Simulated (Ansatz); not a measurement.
LiCl (rock salt)

```
CELL_PARAMETERS angstrom
      0.00000     5.15039     5.15039
      2.57520     0.00000     2.57520
      2.57520     2.57520     0.00000
ATOMIC_POSITIONS crystal
  Cl 0.00000 0.00000 0.00000
  Cl 0.50000 0.00000 0.00000
  Li 0.25000 0.50000 0.50000
  Li 0.75000 0.50000 0.50000
```

The atoms are displaced by Q × the pattern below (from a DFPT mode at L = (0.5, 0.0, 0.0), largest move 1; Q in Å), at fixed cell. (q is in reciprocal vectors of the primitive cell; the cell shown is doubled to hold the pattern.)

```csv
atom,x,y,z
Li3,-0.577,0.577,0.577
Li4,0.577,-0.577,-0.577
```

Atoms not listed stay in place.

Calculation: PBE (plane waves to 420 eV, PAW, scalar-relativistic; Ansatz, a program for electronic structure). k mesh 11×11×11 (Γ-centred), Fermi-Dirac smearing 0.05 eV. The energy includes the smearing's −TS. LiCl was relaxed with its symmetry unable to fall. The zero of ΔE is the undisplaced structure.

```json
[
 {"Q (Å)": "-0.180", "ΔE (meV/cell)": "withheld"},
 {"Q (Å)": "-0.150", "ΔE (meV/cell)": "86.0"},
 {"Q (Å)": "-0.120", "ΔE (meV/cell)": "55.1"},
 {"Q (Å)": "-0.090", "ΔE (meV/cell)": "31.0"},
 {"Q (Å)": "-0.060", "ΔE (meV/cell)": "13.8"},
 {"Q (Å)": "-0.030", "ΔE (meV/cell)": "3.4"},
 {"Q (Å)": "0.000", "ΔE (meV/cell)": "0.0"},
 {"Q (Å)": "0.030", "ΔE (meV/cell)": "3.4"},
 {"Q (Å)": "0.060", "ΔE (meV/cell)": "13.8"},
 {"Q (Å)": "0.090", "ΔE (meV/cell)": "31.0"},
 {"Q (Å)": "0.120", "ΔE (meV/cell)": "55.1"},
 {"Q (Å)": "0.150", "ΔE (meV/cell)": "86.0"},
 {"Q (Å)": "0.180", "ΔE (meV/cell)": "withheld"}
]
```

**Question.** Fit an even polynomial form (powers 2, 4) to the given rows and predict ΔE at Q = -0.180.

**Answer.** Least squares on the 11 given rows: ΔE = (3832)·Q² + (-409.5)·Q⁴, in meV/cell with Q in Å; root-mean-square residual 0.02 meV/cell. At -0.180 the fit gives 123.7 meV/cell; the calculation gives 123.7 meV/cell, the same to the digits shown. The quadratic term alone would give 124.2 meV/cell.

(For displaced atoms, the force is minus the slope of the energy, and its curvature is a force constant, which sets phonon frequencies.)
